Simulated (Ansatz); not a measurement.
Li2Pd (P6/mmm): electronic heat capacity and spin susceptibility from the density of states

The calculation used Ansatz 0.2.0, DFT r2SCAN, scalar-relativistic, plane waves, PAW.

Plane waves to 500 eV, a k mesh through Γ of 12×12×16 on the computed 3-atom cell and Gaussian smearing (0.10 eV); no spin polarisation.

Relaxed cell: P6/mmm, a = 4.227 Å, b = 4.227 Å, c = 2.677 Å, α = 90.00°, β = 90.00°, γ = 120.00°, 3 atoms in the primitive cell. Whether it is the stable form of this composition wasn't checked.

The density of states at the Fermi level is 0.676 states/eV in the cell of 3 atoms (1 formula unit; both spins, tetrahedra on a 18×18×24 mesh).

Question: What Sommerfeld coefficient and Pauli susceptibility does this give?

Answer: Per formula unit N(E_F) = 0.676 states/eV. γ = (π²/3) k_B² N(E_F) N_A = 2.357 mJ/(mol K²) per state/eV, so γ = 1.6 mJ/(mol K²), a mole of formula units. χ_P = μ_B² N(E_F) N_A = 3.23×10⁻⁵ emu/mol per state/eV gives 2.2×10⁻⁵ emu/mol. This is the bare band result: a measured γ of the same phase is as a rule larger by a factor 1 + λ from phonons and spin fluctuations, the spin part of χ is larger by the Stoner factor, and a measured χ also holds orbital and core terms. N(E_F) at one energy is sensitive to the mesh where the density of states has sharp peaks.

Cost: 1 run of about 2 core-minutes, on Intel Xeon Processor @ 2.50GHz (Skylake/Cascade Lake) (shared hosts).